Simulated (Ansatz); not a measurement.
ReF3 in the ReO3-type structure

Level of theory: DFT, PBE, scalar-relativistic, collinear spin; plane waves to 420 eV with PAW datasets (Ansatz 0.2.0), Γ-centred 10×10×10 mesh, 0.05 eV Gaussian smearing. The datasets are Ansatz's generated set soft_2.

```
Re F
1.0
     4.07274    0.00000    0.00000
     0.00000    4.07274    0.00000
     0.00000    0.00000    4.07274
Re F
1 3
Direct
  0.00000 0.00000 0.00000
  0.50000 0.00000 0.00000
  0.00000 0.00000 0.50000
  0.00000 0.50000 0.00000
```

This is a trial structure made by placing the elements on a prototype's sites, so it needn't be the stable form. The ideal cubic cell shuts out tilts of the octahedra, which such structures often take.

Magnetic state: ferromagnetic, site spin moments Re 1.03; F 0.09 μB.

Task: Which orbitals carry the states at the Fermi level, and how many states are there?

Result: Within 0.1 eV of it: Re 5d 88 %, F 2p 11 % (shares among the projected shells). The density of states at the Fermi level is about 1.7 states/eV per cell, averaged over 0.3 eV.

Density of states (tetrahedra, averaged over 0.3 eV; states/eV per cell of 4 atoms; energy in eV from the Fermi level; projections on Löwdin-orthogonalised atomic orbitals, summed over sites):

```csv
E,total,Re 5d down,Re 5d up,F 2p,Re 6s,F 2s
-5.80,0.66,0.00,0.00,0.66,0.00,0.00
-5.50,0.00,0.00,0.00,0.00,0.00,0.00
-5.20,0.00,0.00,0.00,0.00,0.00,0.00
-4.90,0.00,0.00,0.00,0.00,0.00,0.00
-4.60,0.00,0.00,0.00,0.00,0.00,0.00
-4.30,0.00,0.00,0.00,0.00,0.00,0.00
-4.00,0.00,0.00,0.00,0.00,0.00,0.00
-3.70,0.00,0.00,0.00,0.00,0.00,0.00
-3.40,0.00,0.00,0.00,0.00,0.00,0.00
-3.10,0.00,0.00,0.00,0.00,0.00,0.00
-2.80,0.00,0.00,0.00,0.00,0.00,0.00
-2.50,0.06,0.00,0.06,0.00,0.00,0.00
-2.20,0.77,0.00,0.73,0.03,0.00,0.00
-1.90,0.93,0.00,0.84,0.08,0.00,0.00
-1.60,1.19,0.00,1.03,0.15,0.00,0.00
-1.30,1.72,0.00,1.43,0.27,0.00,0.00
-1.00,2.70,0.21,2.00,0.46,0.00,0.00
-0.70,2.35,0.84,1.14,0.34,0.00,0.00
-0.40,2.23,1.01,0.85,0.34,0.00,0.00
-0.10,1.71,1.29,0.19,0.22,0.00,0.00
0.20,2.89,2.15,0.33,0.35,0.00,0.04
0.50,2.48,1.49,0.55,0.31,0.02,0.07
0.80,2.21,1.13,0.62,0.28,0.04,0.09
1.10,1.94,1.10,0.41,0.22,0.06,0.11
1.40,1.47,0.67,0.38,0.10,0.15,0.14
1.70,1.29,0.50,0.35,0.12,0.19,0.12
2.00,1.19,0.41,0.31,0.13,0.22,0.10
2.30,1.17,0.38,0.29,0.15,0.23,0.09
2.60,1.12,0.33,0.28,0.17,0.22,0.08
2.90,1.10,0.31,0.27,0.18,0.22,0.06
3.20,1.11,0.30,0.27,0.20,0.22,0.05
3.50,1.15,0.29,0.27,0.22,0.22,0.04
3.80,1.19,0.29,0.27,0.24,0.23,0.03
4.10,1.28,0.29,0.28,0.27,0.22,0.03
4.40,1.03,0.29,0.03,0.15,0.22,0.02
4.70,1.15,0.31,0.02,0.17,0.20,0.01
5.00,0.66,0.02,0.01,0.04,0.16,0.01
```

Spin–orbit coupling, which matters for such heavy elements, is left out. The program warned that the potential is rough where the density is thin (voids or gaps), so long spacings are poorly fixed. Site moments are of spin, integrated over atomic spheres. Compounds of this kind are often insulators, so the metal found may come from the functional, which lacks a U or exact exchange, or from the structure.
